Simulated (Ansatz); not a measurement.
Computed with DFT PBE, scalar-relativistic, plane waves, PAW in Ansatz. All cells share a 420 eV cutoff and Γ-centred k meshes spaced at most about 0.3 Å⁻¹ (about 0.25 or finer for metals, 2π included). No spin polarisation in the final relaxations.

These are static total energies at zero pressure.

Two forms of Ga₂SnO₃ were relaxed alike.

A.

Space group P6/mmm (No. 191). a = 5.653 Å, b = 5.653 Å, c = 2.822 Å, α = 90.00°, β = 90.00°, γ = 120.00°
```json
{"atom": "Ga", "site": "2c", "symmetry": "-6m2", "x": "0.3333", "y": "0.6667", "z": "0.0000"}
{"atom": "Sn", "site": "1a", "symmetry": "6/mmm", "x": "0.0000", "y": "0.0000", "z": "0.0000"}
{"atom": "O", "site": "3g", "symmetry": "mmm", "x": "0.5000", "y": "0.0000", "z": "0.5000"}
```

B.

Space group R-3m:H (No. 166). a = 5.942 Å, b = 5.942 Å, c = 8.469 Å, α = 90.00°, β = 90.00°, γ = 120.00°
| atom | site | symmetry | x | y | z |
| --- | --- | --- | --- | --- | --- |
| Ga | 6c | 3m | 0.3333 | 0.6667 | 0.3271 |
| Sn | 3a | -3m | 0.0000 | 0.0000 | 0.0000 |
| O | 9d | .2/m | 0.8333 | 0.1667 | 0.1667 |

Task: Which is lower in energy, and by how much?

Result: B is lower, by 44 meV/atom. A has space group P6/mmm (No. 191), 13.0 Å³/atom and no gap on its mesh; B has space group R-3m (No. 166), 14.4 Å³/atom and no gap. Counting O atoms around Ga and Sn (those within 1.25 times the shortest such distance or 1.15 times the sum of covalent radii, 1.27 where that leaves under three; the shortest distance is added where it exceeds 1.18 times the sum of covalent radii), A has Ga 6, Sn 12 from 3.2 Å and B has Ga 3 from 2.3 Å, Sn 6. The lower one is the more open, so pressure narrows the difference. Both come from invented guesses. A third cell relaxed alike, in P-3m1, lies 0.45 eV/atom below the lower of the two.

Cells relaxed within their symmetry can be saddle points.
